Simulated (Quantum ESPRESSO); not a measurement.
Zn2CaMgO4, input and log of a self-consistent run

Simulated, not a measurement. The program is pw.x of Quantum ESPRESSO 7.5 (plane-wave density functional theory). The cell is made up: 8 atoms on a rocksalt lattice, with randomly drawn elements, strain and displacements, not relaxed. PseudoDojo standard norm-conserving files (v0.5 for PBE, v0.4.1 for LDA and PBEsol) set the functional; there is no spin polarisation, spin-orbit coupling or dispersion term, and the masses in the input are unused placeholders.

Input:

```
&control calculation='scf', pseudo_dir='./dojo.nc.sr.pbe.v0_5.standard.upf', outdir='./o', disk_io='low', tprnfor=.true., tstress=.true. /
&system ibrav=0, nat=8, ntyp=4, nbnd=48, ecutwfc=84.00895049, nosym=.true., tot_charge=0,
 occupations='smearing', smearing='fd', degauss=0.0018374661
/
&electrons conv_thr=7.350e-09, electron_maxstep=60, /
ATOMIC_SPECIES
Ca 1.0 Ca.upf
Mg 1.0 Mg.upf
O 1.0 O.upf
Zn 1.0 Zn.upf
CELL_PARAMETERS angstrom
4.4478 -0.0536 0.0063
-0.0536 4.4778 -0.0173
0.0062 -0.0171 4.4588
ATOMIC_POSITIONS angstrom
Zn -0.0103 0.043 0.0561
Ca -0.0052 2.27 2.2871
Zn 2.2303 -0.0456 2.2661
Mg 2.2415 2.2221 0.0027
O 2.2198 0.027 0.0065
O 2.1712 2.1462 2.1703
O 4.4227 -0.0755 2.2912
O 4.4655 2.1479 -0.0031
K_POINTS automatic
4 4 4 1 1 1
```

The log is shortened where brackets say so; the opening notice, blank lines, dates and the lines on written files are dropped, and the path of the files is cut. It prints rydbergs, bohrs and kilobars, and counts compression as positive stress.

```
     Program PWSCF v.7.5
     Parallel version (MPI & OpenMP), running on       4 processor cores
     Number of MPI processes:                 4
     Threads/MPI process:                     1
     [start-up lines left out]
     bravais-lattice index     =            0
     lattice parameter (alat)  =       8.4057  a.u.
     unit-cell volume          =     599.1763 (a.u.)^3
     number of atoms/cell      =            8
     number of atomic types    =            4
     number of electrons       =        84.00
     number of Kohn-Sham states=           48
     kinetic-energy cutoff     =      84.0090  Ry
     charge density cutoff     =     336.0358  Ry
     scf convergence threshold =      7.3E-09
     mixing beta               =       0.7000
     number of iterations used =            8  plain     mixing
     Exchange-correlation= PBE
                           (   1   4   3   4   0   0   0)
     [axes and pseudopotential details left out]
   Cartesian axes
     site n.     atom                  positions (alat units)
         1        Zn     tau(   1) = (  -0.0023156   0.0096670   0.0126120  )
         2        Ca     tau(   2) = (  -0.0011690   0.5103271   0.5141714  )
         3        Zn     tau(   3) = (   0.5014020  -0.0102515   0.5094503  )
         4        Mg     tau(   4) = (   0.5039199   0.4995585   0.0006070  )
         5        O      tau(   5) = (   0.4990415   0.0060700   0.0014613  )
         6        O      tau(   6) = (   0.4881155   0.4824952   0.4879132  )
         7        O      tau(   7) = (   0.9942836  -0.0169734   0.5150932  )
         8        O      tau(   8) = (   1.0039056   0.4828774  -0.0006969  )
     number of k points=    32  Fermi-Dirac smearing, width (Ry)=  0.0018
                       cart. coord. in units 2pi/alat
        k(    1) = (   0.1263526   0.1261671   0.1250090), wk =   0.0625000
        k(    2) = (   0.1260109   0.1271266   0.3744147), wk =   0.0625000
     [further k points left out]
     Dense  grid:    62373 G-vectors     FFT dimensions: (  50,  50,  50)
     Estimated max dynamical RAM per process >     134.35 MB
     Estimated total dynamical RAM >     491.73 MB
     Initial potential from superposition of free atoms
     starting charge      83.9940, renormalised to      84.0000
     Starting wfcs are   46 randomized atomic wfcs +    2 random wfcs
     total cpu time spent up to now is        2.3 secs
     per-process dynamical memory:    96.0 Mb
     Self-consistent Calculation
     iteration #  1     ecut=    84.01 Ry     beta= 0.70
     Davidson diagonalization with overlap
     ethr =  1.00E-02,  avg # of iterations =  6.4
     total cpu time spent up to now is        6.3 secs
     total energy              =   -1164.21578858 Ry
     estimated scf accuracy    <       1.98112609 Ry
     iteration #  2     ecut=    84.01 Ry     beta= 0.70
     Davidson diagonalization with overlap
     ethr =  2.36E-03,  avg # of iterations =  4.0
     total cpu time spent up to now is       10.2 secs
     total energy              =   -1164.57604799 Ry
     estimated scf accuracy    <       3.13112057 Ry
     iteration #  3     ecut=    84.01 Ry     beta= 0.70
     Davidson diagonalization with overlap
     ethr =  2.36E-03,  avg # of iterations =  3.2
     total cpu time spent up to now is       13.7 secs
     total energy              =   -1165.16708463 Ry
     estimated scf accuracy    <       0.04165961 Ry
     iteration #  4     ecut=    84.01 Ry     beta= 0.70
     Davidson diagonalization with overlap
     ethr =  4.96E-05,  avg # of iterations =  5.5
     total cpu time spent up to now is       17.7 secs
     total energy              =   -1165.18347353 Ry
     estimated scf accuracy    <       0.04176428 Ry
     iteration #  5     ecut=    84.01 Ry     beta= 0.70
     Davidson diagonalization with overlap
     ethr =  4.96E-05,  avg # of iterations =  2.1
     total cpu time spent up to now is       20.5 secs
     total energy              =   -1165.18930500 Ry
     estimated scf accuracy    <       0.00206609 Ry
     [iterations 6 to 7 left out]
     iteration #  8     ecut=    84.01 Ry     beta= 0.70
     Davidson diagonalization with overlap
     ethr =  9.92E-08,  avg # of iterations =  2.0
     total cpu time spent up to now is       30.7 secs
     total energy              =   -1165.18978893 Ry
     estimated scf accuracy    <       0.00000620 Ry
     iteration #  9     ecut=    84.01 Ry     beta= 0.70
     Davidson diagonalization with overlap
     ethr =  7.39E-09,  avg # of iterations =  2.5
     total cpu time spent up to now is       33.8 secs
     total energy              =   -1165.18979008 Ry
     estimated scf accuracy    <       0.00000042 Ry
     iteration # 10     ecut=    84.01 Ry     beta= 0.70
     Davidson diagonalization with overlap
     ethr =  5.01E-10,  avg # of iterations =  4.1
     total cpu time spent up to now is       37.1 secs
     total energy              =   -1165.18979020 Ry
     estimated scf accuracy    <       0.00000006 Ry
     iteration # 11     ecut=    84.01 Ry     beta= 0.70
     Davidson diagonalization with overlap
     ethr =  7.24E-11,  avg # of iterations =  2.4
     total cpu time spent up to now is       40.6 secs
     total energy              =   -1165.18979020 Ry
     estimated scf accuracy    <       0.00000003 Ry
     iteration # 12     ecut=    84.01 Ry     beta= 0.70
     Davidson diagonalization with overlap
     ethr =  3.35E-11,  avg # of iterations =  2.0
     total cpu time spent up to now is       44.1 secs
     End of self-consistent calculation
     [lines on levels left out]
!    total energy              =   -1165.18979021 Ry
     estimated scf accuracy    <          2.5E-09 Ry
     smearing contrib. (-TS)   =       0.00000000 Ry
     internal energy E=F+TS    =   -1165.18979021 Ry
     The total energy is F=E-TS. E is the sum of the following terms:
     one-electron contribution =    -713.44309105 Ry
     hartree contribution      =     389.90615503 Ry
     xc contribution           =    -154.44180187 Ry
     ewald contribution        =    -687.21105233 Ry
     convergence has been achieved in  12 iterations
     Forces acting on atoms (cartesian axes, Ry/au):
     atom    1 type  4   force =     0.00447799    0.00278228   -0.00092739
     atom    2 type  1   force =    -0.01366228   -0.02172377   -0.03119053
     atom    3 type  4   force =     0.00009918    0.00844622   -0.00232141
     atom    4 type  2   force =    -0.01037296   -0.00576949    0.00744968
     atom    5 type  3   force =     0.00355714   -0.01747396   -0.00102685
     atom    6 type  3   force =     0.02569561    0.01188222    0.00977408
     atom    7 type  3   force =    -0.00048414    0.01433465   -0.00688149
     atom    8 type  3   force =    -0.00931053    0.00752186    0.02512391
     Total force =     0.064628     Total SCF correction =     0.000141
     Computing stress (Cartesian axis) and pressure
          total   stress  (Ry/bohr**3)                   (kbar)     P=        4.43
   0.00004248   0.00013075  -0.00002261            6.25       19.23       -3.33
   0.00013075  -0.00000791   0.00004364           19.23       -1.16        6.42
  -0.00002261   0.00004364   0.00005569           -3.33        6.42        8.19
     init_run     :      1.82s CPU      1.92s WALL (       1 calls)
     electrons    :     41.60s CPU     41.81s WALL (       1 calls)
     forces       :      0.52s CPU      0.52s WALL (       1 calls)
     stress       :      1.84s CPU      1.84s WALL (       1 calls)
     [timing details left out]
     PWSCF        :     46.15s CPU     46.50s WALL
     JOB DONE.
```

In other units: free energy -15853.215 eV for the cell, pressure 0.44 GPa, largest force component 0.802 eV/Å. A rerun of the same cell at another strain at 1437 eV and a 6 x 6 x 6 mesh moved values by no more than 0.002 eV in energy, 0.04 GPa in stress and 0.002 eV/Å in force.